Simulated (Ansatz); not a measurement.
CuCl:
```
CELL_PARAMETERS angstrom
      3.98109     0.00000     0.00000
     -1.99055     3.44773     0.00000
      0.00000     0.00000     8.96708
ATOMIC_POSITIONS crystal
  Cu 0.22006 0.00000 0.33333
  Cu 0.00000 0.22006 0.66667
  Cu 0.77994 0.77994 0.00000
  Cl 0.56283 0.00000 0.83333
  Cl 0.00000 0.56283 0.16667
  Cl 0.43717 0.43717 0.50000
```

Relaxed with PBEsol.

**Question.** Which orbitals make up the states near the band edges in PBEsol (plane waves, PAW; program Ansatz)?

**Answer.** Top 1 eV of the valence band: Cu 3d 83 %, Cl 3p 12 %. Bottom 1 eV of the conduction band: Cu 4s 48 %, Cu 3d 16 %, Cl 3p 16 %, Cl 3s 15 %, outside the projected shells 5 %. Projections are on Löwdin-orthogonalised atomic valence shells; empty p or d shells of many metals are not among them.

**Question.** Tabulate the density of states.

**Answer.** States/eV per cell of 6 atoms, in 0.25 eV bins, energy from the valence-band maximum.

| E (eV) | total | Cu 3d | Cl 3p | Cu 4s |
|---|---|---|---|---|
| -6.77 | 0.00 | 0.00 | 0.00 | 0.00 |
| -6.52 | 0.46 | 0.06 | 0.31 | 0.07 |
| -6.27 | 1.72 | 0.25 | 1.20 | 0.24 |
| -6.02 | 8.49 | 1.16 | 6.05 | 1.12 |
| -5.77 | 3.99 | 0.47 | 2.93 | 0.48 |
| -5.52 | 2.51 | 0.30 | 1.91 | 0.21 |
| -5.27 | 3.99 | 0.49 | 3.09 | 0.27 |
| -5.02 | 3.92 | 0.41 | 3.29 | 0.10 |
| -4.77 | 6.73 | 0.78 | 5.75 | 0.06 |
| -4.52 | 10.84 | 1.62 | 8.97 | 0.11 |
| -4.27 | 7.94 | 1.22 | 6.53 | 0.09 |
| -4.02 | 5.30 | 0.87 | 4.29 | 0.07 |
| -3.77 | 7.99 | 1.31 | 6.50 | 0.09 |
| -3.52 | 6.54 | 0.90 | 5.51 | 0.06 |
| -3.27 | 1.59 | 0.16 | 1.40 | 0.01 |
| -3.02 | 0.00 | 0.00 | 0.00 | 0.00 |
| -2.77 | 0.00 | 0.00 | 0.00 | 0.00 |
| -2.52 | 0.00 | 0.00 | 0.00 | 0.00 |
| -2.27 | 0.00 | 0.00 | 0.00 | 0.00 |
| -2.02 | 0.00 | 0.00 | 0.00 | 0.00 |
| -1.77 | 0.07 | 0.06 | 0.00 | 0.01 |
| -1.52 | 8.16 | 7.59 | 0.20 | 0.28 |
| -1.27 | 25.35 | 24.23 | 0.58 | 0.34 |
| -1.02 | 46.19 | 44.30 | 1.09 | 0.55 |
| -0.77 | 19.31 | 16.16 | 2.01 | 0.93 |
| -0.52 | 9.28 | 7.04 | 1.68 | 0.45 |
| -0.27 | 8.98 | 6.17 | 2.00 | 0.71 |
| -0.02 | 2.67 | 1.78 | 0.65 | 0.21 |
| 0.23 | 0.00 | 0.00 | 0.00 | 0.00 |
| 0.48 | 0.00 | 0.00 | 0.00 | 0.00 |
| 0.73 | 0.00 | 0.00 | 0.00 | 0.00 |
| 0.98 | 0.00 | 0.00 | 0.00 | 0.00 |
| 1.23 | 0.00 | 0.00 | 0.00 | 0.00 |
| 1.48 | 0.00 | 0.00 | 0.00 | 0.00 |
| 1.73 | 0.00 | 0.00 | 0.00 | 0.00 |
| 1.98 | 0.00 | 0.00 | 0.00 | 0.00 |
| 2.23 | 0.16 | 0.04 | 0.02 | 0.07 |
| 2.48 | 0.31 | 0.06 | 0.05 | 0.14 |
| 2.73 | 0.49 | 0.08 | 0.08 | 0.24 |
| 2.98 | 0.71 | 0.08 | 0.11 | 0.34 |
| 3.23 | 1.84 | 0.13 | 0.25 | 0.85 |
| 3.48 | 3.02 | 0.17 | 0.39 | 1.34 |
| 3.73 | 4.17 | 0.19 | 0.56 | 1.81 |
| 3.98 | 4.42 | 0.18 | 0.61 | 1.86 |
| 4.23 | 4.46 | 0.12 | 0.50 | 1.51 |
| 4.48 | 4.62 | 0.11 | 0.50 | 1.43 |
| 4.73 | 2.56 | 0.06 | 0.29 | 0.83 |
| 4.98 | 3.15 | 0.07 | 0.34 | 0.98 |
| 5.23 | 1.17 | 0.02 | 0.10 | 0.26 |
| 5.48 | 3.76 | 0.03 | 0.15 | 0.35 |
| 5.73 | 4.32 | 0.04 | 0.20 | 0.43 |
| 5.98 | 4.31 | 0.04 | 0.18 | 0.37 |
| 6.23 | 5.35 | 0.06 | 0.26 | 0.59 |
| 6.48 | 4.02 | 0.04 | 0.15 | 0.35 |
| 6.73 | 1.95 | 0.01 | 0.05 | 0.13 |

Space group P3_121. The start of the workflow was typed in or built on a structure type; neither database checked (COD, Materials Project) lists it. It is not the phase usual at ambient conditions (space group No. 216). The cell was relaxed with PBEsol under the symmetry of its start; of distortions, only those at the zone centre were tested, and some modes there are weakly imaginary. The workflow began spin-polarised and lost its moments.

Potentials: the later of the program's two PAW sets.
